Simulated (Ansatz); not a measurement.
## Antisite pairs in Y$_{4}$S$_{3}$N$_{2}$

Method: DFT PBE, scalar-relativistic, plane waves, PAW (Ansatz).

Cutoff 420 eV; k points 4×3×3 on the computed 18-atom cell (Γ-centred); Gaussian smearing, width 0.02 eV; no spin polarisation.

The ordered crystal (C2/m, 21.34 Å³/atom, a gap on the mesh of 1.44 eV), relaxed at this level:

Space group C2/m (No. 12). a = 12.940 Å, b = 3.835 Å, c = 9.869 Å, α = 90.00°, β = 128.33°, γ = 90.00°
```
atom site symmetry x y z
   Y    4i m  0.2603  0.5000  0.6486
   Y    4i m  0.9369  0.5000  0.1461
   S    2a       2/m  0.0000  0.0000  0.0000
   S    4i m  0.1738  0.0000  0.7840
   N    4i m  0.1435  0.5000  0.3615
```

The crystal stands on its own mesh of 8×8×4. The changed cells were relaxed on coarser meshes and computed once more on meshes like the one named, which can leave forces up to 0.25 eV/Å.

In a supercell of 18 atoms, with 4 N and 6 S sites, pairs of N and S were exchanged at random and each cell relaxed without symmetry:

| pairs | E − E(crystal) (eV a cell) | per pair (eV) | gap on mesh (eV) |
| --- | --- | --- | --- |
| 1 | 1.34 | 1.34 | 1.67 |
| 2 | 2.37 | 1.18 | 2.22 |
| 2 | 2.57 | 1.28 | 1.89 |

Estimate the equilibrium share of S on N sites against temperature.

For dilute pairs, mass action gives x_A x_B = exp(−ΔE/k_BT) for the shares of wrong atoms on the two sublattices. Equal numbers of wrong atoms make x on the N sites √(6/4) exp(−ΔE/2k_BT). With ΔE = 1.34 eV from the most dilute cell: 3e-6 at 600 K, 5e-4 at 1000 K, 7e-3 at 1500 K. One per cent is reached near 1610 K, if the crystal still stands there. One draw in a small cell holds the two wrong atoms close to each other and to their images, while the law wants them far apart, so ΔE is uncertain by tenths of an eV, in stiff covalent crystals by an eV or more; vibrations are left out. An element here has more than one kind of site, and the cost depends on the sites drawn.

Do the pairs interact, and at what temperature would the most disordered cell pay for itself?

The cost per pair goes from 1.34 to 1.23 eV (mean of the cells with that many pairs), nearly additive. Choosing 2 of 4 and 2 of 6 sites gives ln Ω = 4.5, so energy and entropy balance at T = ΔE/(k_B ln Ω) = 2.47 eV / (4.5 k_B) ≈ 6400 K; a small cell undercounts Ω and short-range order lowers the energy, while the ordered crystal gains entropy from its own antisites, so this gives only the scale of a transition. It lies above the melting point of any such solid.

An odd mesh misses points on the zone edge, so a gap read on it can be too wide.

Cost: 6 runs of about 15 core-minutes in all (earlier runs that led there not counted), on Arm Neoverse V2 (shared hosts).